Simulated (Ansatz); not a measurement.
**PbF2: energy along a strain**

PbF2, Fm-3m, a = 5.940 Å (as given, not relaxed at this level: -0.7 GPa). The structure is a COD entry; whether it is the stable form wasn't checked. Ansatz: r2SCAN, PAW, 500 eV, Γ-centred 8×8×8 mesh on 3 atoms, Gaussian smearing 0.05 eV; no spin polarisation. Cell vectors (Å): 0.000 2.970 2.970; 2.970 0.000 2.970; 2.970 2.970 0.000. The cell is strained by x per cent times the pattern (0 0 0 1 0 0) in the order xx yy zz yz xz xy (engineering shears), with fractional coordinates held. y is the free energy over the start, V0 = 17.463 Å³/atom. Symmetry makes y even in x.

| x (%) | y (meV/atom) |
| --- | --- |
| -6.00 | ? |
| -3.00 | 1.56 |
| 0.00 | 0.00 |
| 0.75 | 0.09 |
| 1.50 | 0.38 |
| 2.25 | 0.87 |
| 3.75 | 2.44 |
| 4.50 | 3.52 |
| 5.25 | 4.80 |

Fit y = c2 x² + c4 x⁴ to the other rows, get the stiffness along the pattern, and predict the missing energy.

Least squares on the rows shown. y = 0.1725 x² + 6.317×10⁻⁵ x⁴. The clamped-ion stiffness p·C·p = 2 × 1.725 eV × 160.2 / 17.463 Å³ = 32 GPa, which is C44 in these axes (second derivative at the start, which stands under stress). At x = -6.00 the fit asked for gives 6.29 meV/atom. The run gave 6.28 meV/atom, so the fit is 0.01 meV/atom too high, a small miss on the scale of the series.

Spin–orbit coupling is left out, which can shift energies with elements as heavy as these.